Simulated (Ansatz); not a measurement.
## Coordination and 39K quadrupole coupling in K7NbS6O24

Cell: a COD entry, its atoms then relaxed with PBE in this cell.

```cif
data_structure
_symmetry_space_group_name_H-M 'P 1'
_symmetry_Int_Tables_number 1
_cell_length_a 9.2509
_cell_length_b 9.2509
_cell_length_c 9.2509
_cell_angle_alpha 109.464
_cell_angle_beta 109.464
_cell_angle_gamma 109.464
_cell_volume 609.59
loop_
_atom_site_label
_atom_site_type_symbol
_atom_site_fract_x
_atom_site_fract_y
_atom_site_fract_z
_atom_site_occupancy
K1 K 0.68350 0.83830 0.34032 1
K2 K 0.34032 0.68350 0.83830 1
K3 K 0.83830 0.34032 0.68350 1
K4 K 0.31650 0.16170 0.65968 1
K5 K 0.65968 0.31650 0.16170 1
K6 K 0.16170 0.65968 0.31650 1
K7 K 0.50000 0.50000 0.50000 1
Nb8 Nb 0.00000 0.00000 0.00000 1
S9 S 0.61386 0.96799 0.74341 1
S10 S 0.74341 0.61386 0.96799 1
S11 S 0.96799 0.74341 0.61386 1
S12 S 0.38614 0.03201 0.25659 1
S13 S 0.25659 0.38614 0.03201 1
S14 S 0.03201 0.25659 0.38614 1
O15 O 0.35875 0.30912 0.98040 1
O16 O 0.98040 0.35875 0.30912 1
O17 O 0.30912 0.98040 0.35875 1
O18 O 0.64125 0.69088 0.01960 1
O19 O 0.01960 0.64125 0.69088 1
O20 O 0.69088 0.01960 0.64125 1
O21 O 0.16738 0.43488 0.90850 1
O22 O 0.90850 0.16738 0.43488 1
O23 O 0.43488 0.90850 0.16738 1
O24 O 0.83262 0.56512 0.09150 1
O25 O 0.09150 0.83262 0.56512 1
O26 O 0.56512 0.09150 0.83262 1
O27 O 0.36149 0.53260 0.21727 1
O28 O 0.21727 0.36149 0.53260 1
O29 O 0.53260 0.21727 0.36149 1
O30 O 0.63851 0.46740 0.78273 1
O31 O 0.78273 0.63851 0.46740 1
O32 O 0.46740 0.78273 0.63851 1
O33 O 0.89666 0.76204 0.97442 1
O34 O 0.97442 0.89666 0.76204 1
O35 O 0.76204 0.97442 0.89666 1
O36 O 0.10334 0.23796 0.02558 1
O37 O 0.02558 0.10334 0.23796 1
O38 O 0.23796 0.02558 0.10334 1
```

Sites (sets of like atoms) are named by element and the number of their first atom in this list.

All values are calculated (Ansatz; DFT, PBE, plane waves and PAW, scalar-relativistic, 420 eV cutoff, Γ-centred 3×3×3 k-points, Fermi–Dirac smearing 0.02 eV), not measured.

Q(39K) = 60.30 mb.

(1) Rank these K sites by |C_Q|, smallest first.
A. K7: 6 O at 2.67 Å
B. K1: 6 O at 2.64–2.85 Å

## Answers

(1) B (2.09 MHz, η = 0.14), A (3.05 MHz, η = 0.00).

An axis of threefold or higher order runs through K7, so V_zz lies along it and η is zero. Like point charges on the first shell alone (each adding as 1/d³) would give the same order.
